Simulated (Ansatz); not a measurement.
**Band structure of Li**

```
Li
1.0
     1.55050    0.89518    7.58830
    -1.55050    0.89518    7.58830
     0.00000   -1.79036    7.58830
Li
3
Direct
  0.00000 0.00000 0.00000
  0.22200 0.22200 0.22200
  0.77800 0.77800 0.77800
```

Atom numbers follow the list: Li1, Li2, Li3.

Structure: COD 9017802, as refined from experiment and not relaxed.

Method: DFT, LDA, all-electron LAPW, scalar-relativistic in Ansatz 0.2.0.

The runs use a Γ-centred 12×12×12 k mesh, Fermi–Dirac smearing of 0.08 eV, basis error target 1 meV/atom, no spin polarisation.

Points in fractions of the reciprocal vectors of this cell: Γ (0, 0, 0), T (0.5, 0.5, 0.5), H2 (0.824, 0.176, 0.5), H0 (0.5, -0.176, 0.176), L (0.5, 0, 0), S0 (0.338, -0.338, 0), S2 (0.662, 0, 0.338), F (0.5, 0, 0.5). The path runs Γ–T–H2–H0–L–Γ–S0–S2–F. Energies are in eV from the Fermi level; (×n) counts levels within 4 meV of each other, which need not be degenerate by symmetry.

Problem. Is there a gap?

Solution. none: with an odd electron count and no spin polarisation the bands can't all be full, a metal in this set-up.

Problem. List the levels between -14 and 2.5 eV at the symmetry points.

Solution. 
Γ: -3.44, -1.53 (×2)
T: -2.96, -2.95, 0.02
H2: 1.49, 1.79, 2.10, 2.27
H0: 1.49, 1.79, 2.10, 2.27
L: -0.04, 0.82, 1.03
S0: 1.48, 1.92, 2.10, 2.20
S2: 1.48, 1.92, 2.10, 2.20
F: 0.25, 0.33, 1.14
